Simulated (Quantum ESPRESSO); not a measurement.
# Mo3Zn2Hf2In: one run as intended and one with a planted mistake

A calculation, not a measurement. The program is pw.x of Quantum ESPRESSO 7.5 (plane-wave density functional theory). The cell is made up: eight metal atoms on a hexagonal close-packed lattice, with elements, volume, strain and displacements drawn at random and not relaxed, so it may be unstable or far from any real phase. PseudoDojo standard norm-conserving files set the functional (PBE unless stated); there is no spin polarisation or spin-orbit coupling, the Fermi-Dirac width of 0.25 eV means electrons at about 2900 K, and the masses in the input are unused placeholders. Heavy elements are run without spin-orbit coupling, which real alloys of them have. A spin test at this wide smearing found no moment, but such smearing suppresses magnetism that the real alloy may have.

Intended input:

```
&control calculation='scf', pseudo_dir='./dojo.nc.sr.pbe.v0_5.standard.upf', outdir='./o', disk_io='minimal', tprnfor=.true., tstress=.true. /
&system ibrav=0, nat=8, ntyp=4, nbnd=74, ecutwfc=84.00895049, nosym=.true., tot_charge=0,
 occupations='smearing', smearing='fd', degauss=0.0183746611
/
&electrons conv_thr=1.470e-08, electron_maxstep=70, mixing_beta=0.5 /
ATOMIC_SPECIES
Hf 1.0 Hf.upf
In 1.0 In.upf
Mo 1.0 Mo.upf
Zn 1.0 Zn.upf
CELL_PARAMETERS angstrom
3.0188 -0.0358 0.0434
-0.062 5.2074 -0.051
0.1397 -0.0947 9.7417
ATOMIC_POSITIONS angstrom
Mo 0.0123 -0.0457 -0.0291
Zn 0.0628 -0.03 4.9406
Mo 0.0878 1.6895 2.4216
Hf 0.072 1.6316 7.3217
Mo 1.4456 2.5398 -0.0553
Zn 1.5833 2.5429 4.8093
In 1.4066 4.3657 2.4177
Hf 1.59 4.268 7.2006
K_POINTS automatic
8 5 3 1 1 1
```

The log is shortened where brackets say so; the opening notice, blank lines, dates and the lines on written files are dropped, and the path of the files is cut. It prints rydbergs, bohrs and kilobars, and counts compression as positive stress. Its total energy is the free energy E - TS of the whole cell.

Log of the intended run:

```
     Program PWSCF v.7.5
     Parallel version (MPI & OpenMP), running on       4 processor cores
     Number of MPI processes:                 4
     Threads/MPI process:                     1
     [start-up lines left out]
     bravais-lattice index     =            0
     lattice parameter (alat)  =       5.7057  a.u.
     unit-cell volume          =    1032.9893 (a.u.)^3
     number of atoms/cell      =            8
     number of atomic types    =            4
     number of electrons       =       119.00
     number of Kohn-Sham states=           74
     kinetic-energy cutoff     =      84.0090  Ry
     charge density cutoff     =     336.0358  Ry
     scf convergence threshold =      1.5E-08
     mixing beta               =       0.5000
     number of iterations used =            8  plain     mixing
     Exchange-correlation= PBE
                           (   1   4   3   4   0   0   0)
     [axes and pseudopotential details left out]
   Cartesian axes
     site n.     atom                  positions (alat units)
         1        Mo     tau(   1) = (   0.0040738  -0.0151358  -0.0096379  )
         2        Zn     tau(   2) = (   0.0207994  -0.0099360   1.6363264  )
         3        Mo     tau(   3) = (   0.0290794   0.5595623   0.8020338  )
         4        Hf     tau(   4) = (   0.0238464   0.5403858   2.4249466  )
         5        Mo     tau(   5) = (   0.4787826   0.8411816  -0.0183154  )
         6        Zn     tau(   6) = (   0.5243889   0.8422083   1.5928399  )
         7        In     tau(   7) = (   0.4658658   1.4459196   0.8007421  )
         8        Hf     tau(   8) = (   0.5266079   1.4135614   2.3848383  )
     number of k points=    60  Fermi-Dirac smearing, width (Ry)=  0.0184
                       cart. coord. in units 2pi/alat
        k(    1) = (   0.0624752   0.0592280   0.0513362), wk =   0.0333333
        k(    2) = (   0.0654231   0.0572389  -0.1553508), wk =   0.0333333
     [further k points left out]
     Dense  grid:   107547 G-vectors     FFT dimensions: (  36,  60, 108)
     Estimated max dynamical RAM per process >     424.49 MB
     Estimated total dynamical RAM >       1.58 GB
     Initial potential from superposition of free atoms
     starting charge     118.9878, renormalised to     119.0000
     Starting wfcs are   79 randomized atomic wfcs
     total cpu time spent up to now is        6.1 secs
     per-process dynamical memory:   332.6 Mb
     Self-consistent Calculation
     iteration #  1     ecut=    84.01 Ry     beta= 0.50
     Davidson diagonalization with overlap
     ethr =  1.00E-02,  avg # of iterations =  3.3
     total cpu time spent up to now is       21.6 secs
     total energy              =   -1613.80904286 Ry
     estimated scf accuracy    <       3.92071075 Ry
     iteration #  2     ecut=    84.01 Ry     beta= 0.50
     Davidson diagonalization with overlap
     ethr =  3.29E-03,  avg # of iterations =  5.4
     total cpu time spent up to now is       40.2 secs
     total energy              =   -1611.22465035 Ry
     estimated scf accuracy    <     106.62114453 Ry
     [iterations 3 to 15 left out]
     iteration # 16     ecut=    84.01 Ry     beta= 0.50
     Davidson diagonalization with overlap
     ethr =  5.35E-10,  avg # of iterations =  1.0
     total cpu time spent up to now is      229.4 secs
     total energy              =   -1616.25842530 Ry
     estimated scf accuracy    <       0.00000001 Ry
     iteration # 17     ecut=    84.01 Ry     beta= 0.50
     Davidson diagonalization with overlap
     ethr =  1.24E-11,  avg # of iterations =  4.4
     total cpu time spent up to now is      243.8 secs
     End of self-consistent calculation
     [lines on levels left out]
!    total energy              =   -1616.25842529 Ry
     estimated scf accuracy    <          6.5E-09 Ry
     smearing contrib. (-TS)   =      -0.13074421 Ry
     internal energy E=F+TS    =   -1616.12768109 Ry
     The total energy is F=E-TS. E is the sum of the following terms:
     one-electron contribution =    -827.43379599 Ry
     hartree contribution      =     466.48425002 Ry
     xc contribution           =    -248.46206915 Ry
     ewald contribution        =   -1006.71606597 Ry
     convergence has been achieved in  17 iterations
     Forces acting on atoms (cartesian axes, Ry/au):
     atom    1 type  3   force =     0.00607818    0.00329962    0.02163604
     atom    2 type  4   force =     0.00575962    0.01427063   -0.02237156
     atom    3 type  3   force =    -0.00369594    0.00584899   -0.04549043
     atom    4 type  1   force =    -0.00131966    0.02004048   -0.01052100
     atom    5 type  3   force =    -0.00304108   -0.00110104    0.05119225
     atom    6 type  4   force =    -0.00010605   -0.01407938   -0.00758205
     atom    7 type  2   force =     0.00960227   -0.01786526   -0.00119887
     atom    8 type  1   force =    -0.01327734   -0.01041404    0.01433561
     Total force =     0.087604     Total SCF correction =     0.000480
     Computing stress (Cartesian axis) and pressure
          total   stress  (Ry/bohr**3)                   (kbar)     P=      -56.61
  -0.00036455   0.00002411   0.00000939          -53.63        3.55        1.38
   0.00002411  -0.00036632  -0.00003465            3.55      -53.89       -5.10
   0.00000939  -0.00003465  -0.00042352            1.38       -5.10      -62.30
     init_run     :      5.75s CPU      6.04s WALL (       1 calls)
     electrons    :    231.86s CPU    237.73s WALL (       1 calls)
     forces       :      2.36s CPU      2.38s WALL (       1 calls)
     stress       :      8.10s CPU      8.28s WALL (       1 calls)
     [timing details left out]
     PWSCF        :   4m 8.19s CPU   4m14.57s WALL
     JOB DONE.
```

A second run has one planted mistake: the cell and the positions are scaled by a wrong factor. The input lines that differ:

```
- 3.0188 -0.0358 0.0434
- -0.062 5.2074 -0.051
- 0.1397 -0.0947 9.7417
+ 3.0719 -0.0364 0.0442
+ -0.0631 5.2991 -0.0519
+ 0.1422 -0.0964 9.9132
- Mo 0.0123 -0.0457 -0.0291
- Zn 0.0628 -0.03 4.9406
- Mo 0.0878 1.6895 2.4216
- Hf 0.072 1.6316 7.3217
- Mo 1.4456 2.5398 -0.0553
- Zn 1.5833 2.5429 4.8093
- In 1.4066 4.3657 2.4177
- Hf 1.59 4.268 7.2006
+ Mo 0.0125 -0.0465 -0.0296
+ Zn 0.0639 -0.0305 5.0276
+ Mo 0.0893 1.7192 2.4642
+ Hf 0.0733 1.6603 7.4506
+ Mo 1.471 2.5845 -0.0563
+ Zn 1.6112 2.5877 4.8939
+ In 1.4314 4.4425 2.4603
+ Hf 1.618 4.3431 7.3273
```

Its log:

```
     Program PWSCF v.7.5
     Parallel version (MPI & OpenMP), running on       4 processor cores
     Number of MPI processes:                 4
     Threads/MPI process:                     1
     [start-up lines left out]
     bravais-lattice index     =            0
     lattice parameter (alat)  =       5.8061  a.u.
     unit-cell volume          =    1088.5009 (a.u.)^3
     number of atoms/cell      =            8
     number of atomic types    =            4
     number of electrons       =       119.00
     number of Kohn-Sham states=           74
     kinetic-energy cutoff     =      84.0090  Ry
     charge density cutoff     =     336.0358  Ry
     scf convergence threshold =      1.5E-08
     mixing beta               =       0.5000
     number of iterations used =            8  plain     mixing
     Exchange-correlation= PBE
                           (   1   4   3   4   0   0   0)
     [axes and pseudopotential details left out]
   Cartesian axes
     site n.     atom                  positions (alat units)
         1        Mo     tau(   1) = (   0.0040684  -0.0151346  -0.0096341  )
         2        Zn     tau(   2) = (   0.0207978  -0.0099270   1.6363576  )
         3        Mo     tau(   3) = (   0.0290649   0.5595564   0.8020352  )
         4        Hf     tau(   4) = (   0.0238573   0.5403860   2.4249832  )
         5        Mo     tau(   5) = (   0.4787736   0.8411899  -0.0183242  )
         6        Zn     tau(   6) = (   0.5244051   0.8422314   1.5928416  )
         7        In     tau(   7) = (   0.4658848   1.4459222   0.8007659  )
         8        Hf     tau(   8) = (   0.5266184   1.4135700   2.3848522  )
     number of k points=    60  Fermi-Dirac smearing, width (Ry)=  0.0184
                       cart. coord. in units 2pi/alat
        k(    1) = (   0.0624740   0.0592270   0.0513354), wk =   0.0333333
        k(    2) = (   0.0654243   0.0572378  -0.1553487), wk =   0.0333333
     [further k points left out]
     Dense  grid:   113189 G-vectors     FFT dimensions: (  36,  60, 120)
     Estimated max dynamical RAM per process >     447.34 MB
     Estimated total dynamical RAM >       1.67 GB
     Initial potential from superposition of free atoms
     starting charge     118.9878, renormalised to     119.0000
     Starting wfcs are   79 randomized atomic wfcs
     total cpu time spent up to now is        7.1 secs
     per-process dynamical memory:   350.7 Mb
     Self-consistent Calculation
     iteration #  1     ecut=    84.01 Ry     beta= 0.50
     Davidson diagonalization with overlap
     ethr =  1.00E-02,  avg # of iterations =  3.2
     total cpu time spent up to now is       24.6 secs
     total energy              =   -1613.93918750 Ry
     estimated scf accuracy    <       3.68277046 Ry
     iteration #  2     ecut=    84.01 Ry     beta= 0.50
     Davidson diagonalization with overlap
     ethr =  3.09E-03,  avg # of iterations =  5.5
     total cpu time spent up to now is       46.0 secs
     total energy              =   -1611.56119325 Ry
     estimated scf accuracy    <     101.78241113 Ry
     [iterations 3 to 16 left out]
     iteration # 17     ecut=    84.01 Ry     beta= 0.50
     Davidson diagonalization with overlap
     ethr =  2.96E-11,  avg # of iterations =  2.5
     total cpu time spent up to now is      277.0 secs
     total energy              =   -1616.22758421 Ry
     estimated scf accuracy    <       0.00000002 Ry
     iteration # 18     ecut=    84.01 Ry     beta= 0.50
     Davidson diagonalization with overlap
     ethr =  1.72E-11,  avg # of iterations =  1.8
     total cpu time spent up to now is      290.7 secs
     End of self-consistent calculation
     [lines on levels left out]
!    total energy              =   -1616.22758421 Ry
     estimated scf accuracy    <          1.5E-09 Ry
     smearing contrib. (-TS)   =      -0.13823661 Ry
     internal energy E=F+TS    =   -1616.08934760 Ry
     The total energy is F=E-TS. E is the sum of the following terms:
     one-electron contribution =    -854.42462388 Ry
     hartree contribution      =     475.79138040 Ry
     xc contribution           =    -248.15568423 Ry
     ewald contribution        =    -989.30041990 Ry
     convergence has been achieved in  18 iterations
     Forces acting on atoms (cartesian axes, Ry/au):
     atom    1 type  3   force =     0.00581885    0.00446288    0.01472416
     atom    2 type  4   force =     0.00488107    0.01342539   -0.01603598
     atom    3 type  3   force =    -0.00151016    0.00285049   -0.04691078
     atom    4 type  1   force =    -0.00058806    0.01728757   -0.00034178
     atom    5 type  3   force =    -0.00382028   -0.00220973    0.04252633
     atom    6 type  4   force =    -0.00018876   -0.01348454   -0.00679203
     atom    7 type  2   force =     0.00751574   -0.01370423   -0.00641216
     atom    8 type  1   force =    -0.01210840   -0.00862783    0.01924223
     Total force =     0.078580     Total SCF correction =     0.000169
     Computing stress (Cartesian axis) and pressure
          total   stress  (Ry/bohr**3)                   (kbar)     P=     -104.52
  -0.00068190   0.00001801   0.00001135         -100.31        2.65        1.67
   0.00001801  -0.00068418  -0.00003130            2.65     -100.65       -4.60
   0.00001135  -0.00003130  -0.00076540            1.67       -4.60     -112.59
     init_run     :      6.56s CPU      6.84s WALL (       1 calls)
     electrons    :    276.90s CPU    283.63s WALL (       1 calls)
     forces       :      2.51s CPU      2.54s WALL (       1 calls)
     stress       :      8.73s CPU      8.97s WALL (       1 calls)
     [timing details left out]
     PWSCF        :   4m54.98s CPU   5m 2.28s WALL
     JOB DONE.
```

```
                                            intended run  run with the mistake
                          free energy (eV)    -21990.316            -21989.897
         entropy term -TS, part of it (eV)        -1.779                -1.881
                            pressure (GPa)         -5.66                -10.45
size of the largest force component (eV/Å)         1.316                 1.206
largest change of a force component (eV/Å)                               0.262
                                iterations            17                    18
```

For scale, a rerun of the intended cell at a higher cutoff and on a denser mesh moved values by no more than 0.003 eV in energy, 0.02 GPa in stress and 0.004 eV/Å in force, and a second program with other atomic files agreed on that cell to 2 % rms in force and 0.5 GPa in pressure.